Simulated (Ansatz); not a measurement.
Hf3Ge2:
```
CELL_PARAMETERS angstrom
      7.11362     0.00000     0.00000
      0.00000     7.11362     0.00000
      0.00000     0.00000     3.70516
ATOMIC_POSITIONS crystal
  Hf 0.00000 0.00000 0.00000
  Hf 0.50000 0.50000 0.00000
  Hf 0.16985 0.66985 0.50000
  Hf 0.83015 0.33015 0.50000
  Hf 0.33015 0.16985 0.50000
  Hf 0.66985 0.83015 0.50000
  Ge 0.63070 0.13070 0.00000
  Ge 0.36930 0.86930 0.00000
  Ge 0.86930 0.63070 0.00000
  Ge 0.13070 0.36930 0.00000
```

Relaxed with r²SCAN. Special points in fractions of this cell's reciprocal vectors: Γ (0.000, 0.000, 0.000); X (0.000, 0.500, 0.000); M (0.500, 0.500, 0.000); Z (0.000, 0.000, 0.500); R (0.000, 0.500, 0.500); A (0.500, 0.500, 0.500).

**Question.** List the band energies nearest the Fermi level at these points for DFT-r²SCAN in the program Ansatz with PAW potentials.

**Answer.** In eV from the Fermi level; about four levels below and three above (degenerate sets whole), none deeper than 8.9 eV; points with the same levels are listed once.

| k | below | above |
|---|---|---|
| Γ | -0.62 -0.62 -0.42 -0.01 | 0.02 0.93 1.35 |
| X | -1.43 -1.43 -0.51 -0.51 | 0.70 0.70 0.97 0.97 |
| M | -0.53 -0.53 -0.21 -0.21 | 0.34 0.34 1.50 1.50 |
| Z | -1.37 -1.37 -0.77 -0.02 | 0.02 0.18 0.18 |
| R | -0.46 -0.46 -0.21 -0.21 | 2.24 2.24 3.00 3.00 |
| A | -0.62 -0.62 -0.55 -0.55 | 2.34 2.34 3.88 3.88 3.88 3.88 |

Space group P4/mbm. The workflow started from a Materials Project entry (that database holds measured and hypothetical structures alike); the Crystallography Open Database copy checked does not list it. Whether it is the stable phase at ambient conditions was not checked. The r²SCAN relaxation kept the symmetry of its start; its stability against distortions is not shown here. No spin polarisation was allowed. Scalar-relativistic: spin–orbit coupling is off unless named, which matters more the heavier the elements.

Potentials: the earlier of the program's two PAW sets.
